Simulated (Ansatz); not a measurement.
Pt:
```
Pt
1.0
    0.00000     2.86014     2.86014
    2.86014     0.00000     2.86014
    2.86014     2.86014     0.00000
Pt
2
Direct
  0.00000   0.00000   0.00000
  0.25000   0.25000   0.25000
```

Relaxed with r²SCAN. Special points in fractions of this cell's reciprocal vectors: Γ (0.000, 0.000, 0.000); X (0.500, 0.000, 0.500); U (0.625, 0.250, 0.625); K (0.375, 0.375, 0.750); L (0.500, 0.500, 0.500); W (0.500, 0.250, 0.750).

Problem. List the band energies nearest the Fermi level at these points for r²SCAN (plane waves, PAW; program Ansatz).

Solution. In eV from the Fermi level; about four levels below and three above (degenerate sets whole), none deeper than 8.9 eV; … stands for higher levels left out; points with the same levels are listed once.

| k | below | above |
|---|---|---|
| Γ | -1.98 -1.98 -1.98 -0.14 -0.14 | 11.11 … |
| X | -2.69 -2.69 -0.16 -0.16 | 1.40 1.40 … |
| U | -3.01 -2.85 -2.71 -0.03 | 0.21 0.88 1.20 |
| L | -1.51 -1.51 -1.35 -0.44 -0.44 | 0.82 … |
| W | -3.28 -3.28 -2.98 -2.98 | 0.21 0.21 1.21 1.21 |

Space group Fd-3m (diamond). The start of the workflow was typed in or built on a structure type; neither database checked (COD, Materials Project) lists it. It is not the phase usual at ambient conditions (space group No. 225). The r²SCAN relaxation kept the symmetry of its start. At this level the phase is mechanically unstable. No spin polarisation was allowed. Spin–orbit coupling is left out wherever it is not named.

Potentials: the earlier of the program's two PAW sets.
